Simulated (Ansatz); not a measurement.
NaI:
Space group Fm-3m (No. 225); a = b = c = 6.5292 Å, α = β = γ = 90.00°

| atom | site | symmetry | x | y | z |
|---|---|---|---|---|---|
| Na | 4a | m-3m | 0.0000 | 0.0000 | 0.0000 |
| I | 4b | m-3m | 0.5000 | 0.5000 | 0.5000 |
(The calculation used a cell of 2 atoms; values per cell refer to that cell.)

Relaxed with PBE.

Q: Which orbitals make up the states near the band edges in PBE in the plane-wave PAW code Ansatz?

A: Top 1 eV of the valence band: I 5p 98 %. Bottom 1 eV of the conduction band: Na 3s 73 %, I 5s 16 %, I 5p 9 %. Projections are on Löwdin-orthogonalised atomic valence shells; empty p or d shells of many metals are not among them.

Q: Tabulate the density of states.

A: States/eV per cell of 2 atoms, in 0.25 eV bins, energy from the valence-band maximum.

| E (eV) | total | I 5p | Na 3s | I 5s |
|---|---|---|---|---|
| -7.85 | 0.00 | 0.00 | 0.00 | 0.00 |
| -7.60 | 0.00 | 0.00 | 0.00 | 0.00 |
| -7.35 | 0.00 | 0.00 | 0.00 | 0.00 |
| -7.10 | 0.00 | 0.00 | 0.00 | 0.00 |
| -6.85 | 0.00 | 0.00 | 0.00 | 0.00 |
| -6.60 | 0.00 | 0.00 | 0.00 | 0.00 |
| -6.35 | 0.00 | 0.00 | 0.00 | 0.00 |
| -6.10 | 0.00 | 0.00 | 0.00 | 0.00 |
| -5.85 | 0.00 | 0.00 | 0.00 | 0.00 |
| -5.60 | 0.00 | 0.00 | 0.00 | 0.00 |
| -5.35 | 0.00 | 0.00 | 0.00 | 0.00 |
| -5.10 | 0.00 | 0.00 | 0.00 | 0.00 |
| -4.85 | 0.00 | 0.00 | 0.00 | 0.00 |
| -4.60 | 0.00 | 0.00 | 0.00 | 0.00 |
| -4.35 | 0.00 | 0.00 | 0.00 | 0.00 |
| -4.10 | 0.00 | 0.00 | 0.00 | 0.00 |
| -3.85 | 0.00 | 0.00 | 0.00 | 0.00 |
| -3.60 | 0.00 | 0.00 | 0.00 | 0.00 |
| -3.35 | 0.00 | 0.00 | 0.00 | 0.00 |
| -3.10 | 0.00 | 0.00 | 0.00 | 0.00 |
| -2.85 | 0.00 | 0.00 | 0.00 | 0.00 |
| -2.60 | 0.00 | 0.00 | 0.00 | 0.00 |
| -2.35 | 0.00 | 0.00 | 0.00 | 0.00 |
| -2.10 | 0.18 | 0.14 | 0.04 | 0.00 |
| -1.85 | 1.75 | 1.47 | 0.26 | 0.01 |
| -1.60 | 4.37 | 3.86 | 0.46 | 0.03 |
| -1.35 | 1.15 | 1.01 | 0.12 | 0.02 |
| -1.10 | 2.09 | 1.98 | 0.08 | 0.01 |
| -0.85 | 2.71 | 2.62 | 0.05 | 0.01 |
| -0.60 | 4.85 | 4.77 | 0.04 | 0.00 |
| -0.35 | 5.18 | 5.13 | 0.01 | 0.00 |
| -0.10 | 1.73 | 1.73 | 0.00 | 0.00 |
| 0.15 | 0.00 | 0.00 | 0.00 | 0.00 |
| 0.40 | 0.00 | 0.00 | 0.00 | 0.00 |
| 0.65 | 0.00 | 0.00 | 0.00 | 0.00 |
| 0.90 | 0.00 | 0.00 | 0.00 | 0.00 |
| 1.15 | 0.00 | 0.00 | 0.00 | 0.00 |
| 1.40 | 0.00 | 0.00 | 0.00 | 0.00 |
| 1.65 | 0.00 | 0.00 | 0.00 | 0.00 |
| 1.90 | 0.00 | 0.00 | 0.00 | 0.00 |
| 2.15 | 0.00 | 0.00 | 0.00 | 0.00 |
| 2.40 | 0.00 | 0.00 | 0.00 | 0.00 |
| 2.65 | 0.00 | 0.00 | 0.00 | 0.00 |
| 2.90 | 0.00 | 0.00 | 0.00 | 0.00 |
| 3.15 | 0.00 | 0.00 | 0.00 | 0.00 |
| 3.40 | 0.00 | 0.00 | 0.00 | 0.00 |
| 3.65 | 0.01 | 0.00 | 0.00 | 0.00 |
| 3.90 | 0.04 | 0.00 | 0.03 | 0.01 |
| 4.15 | 0.08 | 0.01 | 0.05 | 0.01 |
| 4.40 | 0.11 | 0.01 | 0.08 | 0.02 |
| 4.65 | 0.33 | 0.02 | 0.25 | 0.03 |
| 4.90 | 0.62 | 0.05 | 0.46 | 0.04 |
| 5.15 | 1.27 | 0.11 | 0.76 | 0.06 |
| 5.40 | 1.80 | 0.14 | 0.92 | 0.06 |
| 5.65 | 2.04 | 0.14 | 0.88 | 0.03 |
| 5.90 | 1.70 | 0.08 | 0.50 | 0.01 |
| 6.15 | 0.81 | 0.02 | 0.07 | 0.00 |
| 6.40 | 0.86 | 0.02 | 0.09 | 0.00 |
| 6.65 | 2.89 | 0.11 | 0.49 | 0.01 |
| 6.90 | 1.82 | 0.06 | 0.28 | 0.00 |
| 7.15 | 1.43 | 0.03 | 0.08 | 0.01 |
| 7.40 | 1.93 | 0.04 | 0.13 | 0.01 |
| 7.65 | 2.64 | 0.05 | 0.20 | 0.01 |
| 7.90 | 2.17 | 0.04 | 0.14 | 0.00 |
| 8.15 | 2.43 | 0.05 | 0.18 | 0.00 |
| 8.40 | 2.74 | 0.10 | 0.35 | 0.00 |

The PBE relaxation kept the symmetry of its start. Scalar-relativistic: spin–orbit coupling is off unless named, which matters more the heavier the elements.

Potentials: the later of the program's two PAW sets.
